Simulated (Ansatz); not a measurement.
## SnTe$_{3}$: how the energy converges with the cutoff

SnTe$_{3}$, Fm-3m, a = 7.722 Å. The structure is a Materials Project entry; whether it is the stable form wasn't checked. Ansatz: PBE, PAW, cutoff varied, Γ-centred 10×10×10 mesh on 4 atoms, Gaussian smearing 0.10 eV; no spin polarisation. Single points at one geometry, the cutoff alone changed; ΔE is the energy at zero smearing over the run at 600 eV (runs within 0.3 meV/atom of it are left out). The runs up to 350 eV lie under the cutoff recommended for these PAW datasets.

```tsv
cutoff (eV)	ΔE (meV/atom)
200	6954.68
250	752.17
300	56.11
350	3.32
420	?
```

**Question.** Assume ΔE falls exponentially with the cutoff, fit y = ln ΔE against x, the cutoff in eV, to the other rows, and predict the missing value.

**Answer.** y = 8.847, 6.623, 4.027, 1.200. Means x = 275.0, y = 5.1742; Σ(Δx)² = 12500, ΣΔxΔy = -638.4; the slope is their ratio. y = 19.22 − 0.05107 x, a factor of ten per 45 eV. At 420 eV this gives ΔE = 0.11 meV/atom. The run gave 0.99, a ratio of 0.11. Between neighbouring rows the decay runs from a factor of ten per 41 eV to one per 133 eV, so one exponential is only a rough guide. The fast fall gives way to a slow tail, so a fit to low cutoffs promises convergence too early.